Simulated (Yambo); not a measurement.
GaN (zinc blende, space group F-43m, No. 216), G0W0@LDA in Yambo (6×6×6 mesh, plasmon pole; 14 Ry block, no terminator). The number N of bands in W and G is varied.

```json
[
 {"N": "32", "x = 1/N": "0.03125", "gap Γ → Γ (eV)": "2.617", "shift of the valence edge (eV)": "0.292"},
 {"N": "47", "x = 1/N": "0.02128", "gap Γ → Γ (eV)": "2.617", "shift of the valence edge (eV)": "0.085"},
 {"N": "67", "x = 1/N": "0.01493", "gap Γ → Γ (eV)": "2.647", "shift of the valence edge (eV)": "-0.080"},
 {"N": "88", "x = 1/N": "0.01136", "gap Γ → Γ (eV)": "?", "shift of the valence edge (eV)": "?"}
]
```

**Question.** Basis-set arguments suggest E = E∞ + A x. Fix A and E∞ from the two rows above the withheld one, predict the row at 88 bands, and test the form.

**Answer.** Gap: A = (2.647 − (2.617))/(0.01493 − 0.02128) = -4.72, E∞ = 2.718 eV, so 2.664 eV is predicted; the run gave 2.679 eV (miss 15 meV). The first two rows have slope 0.00, so the form doesn't hold yet over the whole range. Shift: A = (-0.080 − (0.085))/(0.01493 − 0.02128) = 26.0, E∞ = -0.468 eV, so -0.173 eV is predicted; the run gave -0.191 eV (miss 18 meV). The first two rows have slope 20.8, so the form doesn't hold yet over the whole range. The other settings are held fixed.

The standard potential for Ga keeps a d shell in the valence without the s and p states of that shell. In tests on such compounds this moved G0W0 gaps by up to about 0.9 eV, so absolute quasiparticle energies here are unreliable; differences between settings are what counts.

Spin-orbit coupling is not included.

Geometry relaxed with LDA; primitive cell a = b = c = 3.149 Å, α = β = γ = 60.00°.

This is not the ordinary phase of the substance; no match was found in the copy of COD used, and its stability was not checked.

A shift is the quasiparticle energy of the state minus its LDA energy.
